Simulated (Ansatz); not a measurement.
**N: computed property card**

N:
```cif
data_N4
_chemical_formula_sum 'N4'
_space_group_name_H-M_alt 'P 1'
_space_group_IT_number 1
_cell_length_a 3.71251
_cell_length_b 3.71251
_cell_length_c 4.96645
_cell_angle_alpha 90.000
_cell_angle_beta 90.000
_cell_angle_gamma 90.000
loop_
_space_group_symop_operation_xyz
  'x, y, z'
loop_
_atom_site_label
_atom_site_type_symbol
_atom_site_fract_x
_atom_site_fract_y
_atom_site_fract_z
_atom_site_occupancy
N1 N 0.89588 0.89588 0.00000 1
N2 N 0.10412 0.10412 0.00000 1
N3 N 0.60412 0.39588 0.50000 1
N4 N 0.39588 0.60412 0.50000 1
```

Space group P4_2/mnm (No. 136); conventional cell a = b = 3.713 Å, c = 4.966 Å, α = β = γ = 90.00°.

Method: plane-wave PAW LDA (Ansatz code). Geometry: relaxed at this level of theory. Other levels are named where they apply.

### Cell and energy

Volume per atom: 17.11 Å³
Density: 1.36 g/cm³

### Electronic structure

Band gap: 6.18 eV (indirect)
Valence-band maximum: at A
Conduction-band minimum: at Γ
Smallest direct gap on the standard path: 6.65 eV

The first step of the workflow began from a Materials Project structure, measured or hypothetical; the Crystallography Open Database copy checked does not list it. It is not the usual solid phase (space group No. 205). The cell was relaxed with LDA under the symmetry of its start; its stability against distortions is not shown here. The substance is a gas or liquid at ambient conditions. A crystal of weakly bound molecules computed without a dispersion correction: the cell and the soft elastic constants depend strongly on that.

Potentials: the earlier of the program's two PAW sets.
